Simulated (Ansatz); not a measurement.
Al$_{2}$Cu (Al2Cu type, space group I4/mcm)

```
CELL_PARAMETERS angstrom
     -3.02979     3.02979     2.43726
      3.02979    -3.02979     2.43726
      3.02979     3.02979    -2.43726
ATOMIC_POSITIONS crystal
  Al 0.65828 0.15828 0.81655
  Al 0.84172 0.65828 0.50000
  Al 0.15828 0.34172 0.50000
  Al 0.34172 0.84172 0.18345
  Cu 0.25000 0.25000 0.00000
  Cu 0.75000 0.75000 0.00000
```

The slice is a (100) plane (indices of the conventional cell) through the point (0.158, 0.342, 0.500) (fractional), spanned by u = [110] and v = [101] in vectors of this cell: u (4.87 Å) and v (6.06 Å, at 90° to u). It covers one period; positions are fractions (u, v).

Level of theory: PBE (plane waves to 420 eV, PAW, scalar-relativistic; Ansatz, a first-principles code). k mesh 12×12×12. These are valence fields of a PAW run, semicore shells included where kept as valence: close to a nucleus they are smooth pseudo fields. Al2Cu is run without spin polarisation. Al2Cu was relaxed with its symmetry unable to fall.

Problem. Predict the map of the electrostatic potential energy of an electron, from the cell's mean on the slice.

Solution. 
```tsv
v \ u	0.00	0.12	0.23	0.35	0.46	0.58	0.69	0.81	0.92
0.94	x	x	3.3	7.5	7.1	7.3	7.0	<-1.0	x
0.84	x	1.4	6.1	4.0	x	-0.5	5.5	5.3	<-1.0
0.75	6.9	7.4	5.8	x	x	x	<-1.0	7.0	7.2
0.66	6.4	7.1	5.2	x	x	x	x	6.7	6.8
0.56	3.0	5.0	6.1	-0.4	x	x	3.1	6.3	4.0
0.47	2.0	3.7	5.0	5.5	5.1	5.3	5.4	4.7	2.9
0.38	5.1	3.8	x	3.5	6.6	6.0	1.7	1.3	4.6
0.28	7.0	5.4	2.0	3.1	4.1	4.0	2.4	3.0	6.3
0.19	2.3	4.2	5.8	4.8	2.0	2.9	5.4	5.6	3.3
0.09	x	x	4.3	6.3	4.2	4.9	6.4	1.1	x
0.00	x	x	1.9	7.4	7.1	7.3	6.8	x	x
```

Values: electrostatic potential energy of an electron, from the cell's mean, in eV. Points within 1 Å of a nucleus are blanked (x), as the pseudised field means little there. Values under -1 eV are set to -1. The zero, the cell's mean, hangs on the PAW cores.
